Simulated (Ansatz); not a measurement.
## Fields on a plane of CdSe (wurtzite)

```xyz
4
Lattice="4.3400 0.0000 0.0000 -2.1700 3.7585 0.0000 0.0000 0.0000 7.0780" Properties=species:S:1:pos:R:3 pbc="T T T"
Cd     2.1700     1.2528     0.0040
Cd     0.0000     2.5057     3.5430
Se     2.1700     1.2528     4.4212
Se     0.0000     2.5057     0.8822
```

The slice is a (1 -1 0 0) plane (indices of the conventional cell) through the point (0.667, 0.333, 0.001) (fractional), spanned by u = [110] and v = [001] in vectors of this cell: u (4.34 Å) and v (7.08 Å, at 90° to u). It covers one period; positions are fractions (u, v).

Atoms on it: Cd at (0.00, 0.00); Se at (0.00, 0.62).

Calculation: r2SCAN (plane waves to 500 eV, PAW, scalar-relativistic; Ansatz, a program for electronic structure). k mesh 9×9×5. Inside the PAW spheres the values are not all-electron values, and peaks at nuclei hang on which shells count as valence. CdSe was relaxed with its symmetry unable to fall.

```tsv
v \ u	0.00	0.10	0.20	0.30	0.40	0.50	0.60	0.70	0.80	0.90
0.88	x	x	-0.5	3.4	4.8	5.2	4.8	3.4	-0.5	x
0.75	x	x	1.4	4.5	5.2	5.3	5.2	4.5	1.4	x
0.62	x	x	x	1.8	3.4	3.2	3.4	1.8	x	x
0.50	x	x	1.0	2.6	0.9	-0.3	0.9	2.6	1.0	x
0.38	5.1	5.2	5.0	4.3	3.4	3.0	3.4	4.3	5.0	5.2
0.25	4.3	4.5	4.9	5.0	4.6	4.4	4.6	5.0	4.9	4.5
0.12	x	x	-0.5	2.8	2.5	1.7	2.5	2.8	-0.5	x
0.00	x	x	x	0.5	3.7	4.2	3.7	0.5	x	x
```

Values: electrostatic potential energy of an electron, from the cell's mean, in eV. Points within 1 Å of a nucleus are blanked (x), as the pseudised field means little there. Values under -3 eV are set to -3. The zero, the cell's mean, hangs on the PAW cores.

```
v \ u  0.00  0.15  0.30  0.45  0.60  0.75  0.90
-----  ----  ----  ----  ----  ----  ----  ----
0.88   0.27  0.16  0.10  0.04  0.05  0.13  0.21
0.75   0.82  0.77  0.45  0.04  0.09  0.61  0.80
0.62      x  0.73  0.67  0.11  0.19  0.77     x
0.50   0.77  0.76  0.31  0.15  0.14  0.56  0.77
0.38   0.19  0.11  0.07  0.11  0.10  0.07  0.15
0.25   0.05  0.05  0.24  0.48  0.43  0.14  0.05
0.12   0.35  0.17  0.37  0.69  0.66  0.19  0.26
0.00      x  0.48  0.15  0.49  0.39  0.17     x
```

Values: electron localisation function (ELF). Points within 0.5 Å of a nucleus are blanked (x), as the pseudised field means little there.

- Density on the Cd–Se line (2.66 Å) at its density minimum, 1.3 Å from Cd: 0.36 e/Å³
- ELF at that point: 0.3
- ELF maximum in the middle third of the Cd–Se line: 0.82, 1.7 Å from Cd
